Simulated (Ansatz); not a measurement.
Level of theory: Ansatz, DFT PBE, scalar-relativistic, plane waves, PAW. Settings: cutoff 420 eV, Γ-centred meshes spaced at most about 0.3 Å⁻¹, and about 0.25 Å⁻¹ or finer for metals (2π included), Gaussian smearing. No spin polarisation in the final relaxations.

Temperature and zero-point effects are left out. All come from trial cells, and lower structures may exist.

**Question.** Order these relaxed structures of BaBe5 by energy, lowest first, with the energy over the lowest of them.
A.

Space group Pmmm (No. 47). a = 3.622 Å, b = 4.171 Å, c = 6.128 Å, α = 90.00°, β = 90.00°, γ = 90.00°
```tsv
atom	site	symmetry	x	y	z
Ba	1e	mmm	0.0000	0.5000	0.0000
Be	2n	m2m	0.0000	0.7593	0.5000
Be	1h	mmm	0.5000	0.5000	0.5000
Be	2s	mm2	0.5000	0.0000	0.3381
```

B.

Space group P6/mmm (No. 191). a = 5.141 Å, b = 5.141 Å, c = 3.730 Å, α = 90.00°, β = 90.00°, γ = 120.00°
```json
{"atom": "Ba", "site": "1a", "symmetry": "6/mmm", "x": "0.0000", "y": "0.0000", "z": "0.0000"}
{"atom": "Be", "site": "2c", "symmetry": "-6m2", "x": "0.3333", "y": "0.6667", "z": "0.0000"}
{"atom": "Be", "site": "3g", "symmetry": "mmm", "x": "0.5000", "y": "0.0000", "z": "0.5000"}
```

**Answer.** A (0 meV/atom), B (286 meV/atom). Forms: A Pmmm; B CaCu5 type, P6/mmm. Counting all near atoms (those within 1.25 times the shortest distance at each site; a plus sign parts nearer from farther groups; a slash parts the counts of unlike sites): A has Ba 18, Be 1+6/8; B has Ba 18, Be 8/6+6. Even the lowest lies +0.18 eV/atom against the elements.

Cells relaxed within their symmetry can be saddle points. The Pmmm cell of BaBe5 came from shaking the P6/mmm one. Some structure types and database cells were kept out of the candidates from the start, so a known form may be missing.
